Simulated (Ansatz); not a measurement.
## Structures of MnI: which is lowest?

Plane-wave DFT in Ansatz with scalar-relativistic PAW potentials, cutoff 420 eV, Γ-centred meshes chosen by cell and gap, Gaussian smearing with energies taken to zero width. Every cell was relaxed (cell and atoms) in a run of its own, within the symmetry of its start. Functional: PBE.

Relaxed structures (starts from databases or built by putting these elements on another compound's sites):
A. Pm-3m, 2 atoms in the computed cell, a = 3.643 Å; sites (symmetry × multiplicity) Mn m-3m × 1, I m-3m × 1; start: built
B. P6_3mc, 4 atoms in the computed cell, a = 4.196 Å, c = 7.829 Å; sites (symmetry × multiplicity) Mn 3m. × 2, I 3m. × 2; start: built

Question: Rank them by energy. Could pressure change the order?

Answer:
| structure | group | E − E(lowest) (meV/atom) | V (Å³/atom) | gap on mesh (eV) |
| --- | --- | --- | --- | --- |
| B | P6_3mc | 0.0 | 29.85 | 0.00 |
| A | Pm-3m | 161 | 24.18 | 0.00 |

B is lowest, 161 meV/atom under A. A is denser by 5.67 Å³/atom, so pressure favours it: ΔE/ΔV, with ΔE in eV and 1 eV/Å³ = 160.2 GPa, gives about 4.5 GPa for equal enthalpy if both cells were rigid, a rough figure since the two compress differently. Other structures may lie lower than all of these, and vibrations aren't counted.

Spin-orbit coupling is left out, which matters for the bands of heavy elements. Moments started parallel, and an antiferromagnetic order may lie lower. Magnetic cells started from one order each; another order can shift an energy by tens of meV per atom.